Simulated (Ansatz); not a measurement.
SrTiO3:
```
CELL_PARAMETERS angstrom
     -2.74375     2.74375     3.90406
      2.74375    -2.74375     3.90406
      2.74375     2.74375    -3.90406
ATOMIC_POSITIONS crystal
  Sr 0.75000 0.25000 0.50000
  Sr 0.25000 0.75000 0.50000
  Ti 0.00000 0.00000 0.00000
  Ti 0.50000 0.50000 0.00000
  O  0.77452 0.27452 0.04904
  O  0.22548 0.72548 0.95096
  O  0.27452 0.22548 0.50000
  O  0.72548 0.77452 0.50000
  O  0.75000 0.75000 0.00000
  O  0.25000 0.25000 0.00000
```

Relaxed with PBEsol. Special points in fractions of this cell's reciprocal vectors: Γ (0.000, 0.000, 0.000); X (0.000, 0.000, 0.500); P (0.250, 0.250, 0.250); N (0.000, 0.500, 0.000); M (0.500, 0.500, -0.500); S (0.373, 0.627, -0.373); S0 (-0.373, 0.373, 0.373); R (-0.247, 0.247, 0.500); G (0.500, 0.500, -0.247).

List the band energies nearest the valence-band maximum at these points for plane-wave PAW PBEsol (Ansatz code).

In eV from the valence-band maximum; about four levels below and three above (degenerate sets whole), none deeper than 8.9 eV; points with the same levels are listed once.

```tsv
k	below	above
Γ	-0.27 -0.27 -0.27 -0.15 -0.01 -0.01	1.97 1.97 1.99
X	-1.40 -0.66 -0.65 -0.04	2.10 3.83 3.85
P	-1.25 -1.25 -0.60 -0.60	3.08 3.08 3.86 3.86
N	-0.75 -0.75 -0.58 -0.58	3.46 3.46 3.50 3.50
M	-1.47 -1.47 -0.60 -0.60 -0.07	2.14 3.79 3.79
S	-1.34 -1.18 -0.88 -0.25	2.71 3.59 3.65
R	-1.25 -1.23 -0.58 -0.56	3.05 3.13 3.83
```

Space group I4/mcm. The workflow started from a Materials Project entry (that database holds measured and hypothetical structures alike); the Crystallography Open Database files this formula in space group No. 140, but the cells were not matched. It is not the phase usual at ambient conditions (space group No. 221). The cell was relaxed with PBEsol under the symmetry of its start. At this level the phase is dynamically unstable (imaginary phonons). The run is not spin-polarised. Spin–orbit coupling is left out wherever it is not named.

Potentials: the later of the program's two PAW sets.
